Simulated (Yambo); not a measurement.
G0W0@LDA for Li₃As (space group P6_3/mmc, No. 194) in Yambo. Reference settings: 3×3×2 Γ-centred k mesh, bands 7 to 234 and a 8 Ry block in the screening, 234 bands in G with the Bruneval-Gonze terminator, plasmon pole fitted at 27.2 eV. The LDA gap Γ → K on this mesh is 0.59 eV; G0W0 gaps are taken between the same points.

With and without the terminator, as bands are cut:

```
bands in G (in W)  gap, terminator (eV)  gap, none (eV)  valence shift, terminator (eV)  valence shift, none (eV)
-----------------  --------------------  --------------  ------------------------------  ------------------------
55 (55)                           1.627           1.451                          -0.434                    -0.154
87 (87)                           1.655           1.512                          -0.660                    -0.457
129 (129)                         1.711           1.605                          -0.797                    -0.652
181 (181)                         1.751           1.683                          -0.875                    -0.782
234 (234)                         1.776           1.730                          -0.919                    -0.855
```

Over this range the gap spans 0.149 eV with the terminator and 0.279 eV without, the valence shift 0.485 eV and 0.701 eV. Neither column has reached its limit for certain.

The standard potential for As keeps a d shell in the valence without the s and p states of that shell. In tests on such compounds this moved G0W0 gaps by up to about 0.9 eV, so absolute quasiparticle energies here are unreliable; differences between settings are what counts.

Spin-orbit coupling is not included.

Geometry of the Materials Project entry, not relaxed at this level; primitive cell a = b = 4.341 Å, c = 7.746 Å, α = β = 90.00°, γ = 120.00°.

A shift is the quasiparticle energy of the state minus its LDA energy.
